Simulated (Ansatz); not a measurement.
P$_{2}$W:
Space group C2/m (No. 12); a = 8.483 Å, b = 3.191 Å, c = 7.472 Å, α = 90.00°, β = 119.27°, γ = 90.00°

```tsv
atom	site	symmetry	x	y	z
P	4i	m	0.1385	0.0000	0.0252
P	4i	m	0.3999	0.0000	0.5990
W	4i	m	0.1580	0.0000	0.7066
```
(The calculation used a cell of 6 atoms; values per cell refer to that cell.)

Relaxed at zero pressure with the program Ansatz at the r²SCAN level (PAW).

The volume is lowered by 6 % and shape and atoms relax at that volume. What pressure results, and how do the axes share the change?

13.9 GPa; a -1.8 %, b -2.8 %, c -1.5 %; the energy rises by 36 meV/atom.

Give the new structure.


Space group C2/m (No. 12); a = 8.330 Å, b = 3.102 Å, c = 7.361 Å, α = γ = 90.00°, β = 119.32°

| atom | site | symmetry | x | y | z |
|---|---|---|---|---|---|
| P | 4i | m | 0.1374 | 0.0000 | 0.0236 |
| P | 4i | m | 0.3977 | 0.0000 | 0.5991 |
| W | 4i | m | 0.1584 | 0.0000 | 0.7067 |

The phase is kept; no other phase was compared at this pressure.

The workflow started from an entry of the Crystallography Open Database (COD), which files this formula under 2 space groups. Its standing as an ambient phase is unchecked. The r²SCAN relaxation kept the symmetry of its start; its stability against distortions is not shown here. No spin polarisation was allowed. Spin–orbit coupling is left out wherever it is not named.

Potentials: the later of the program's two PAW sets.
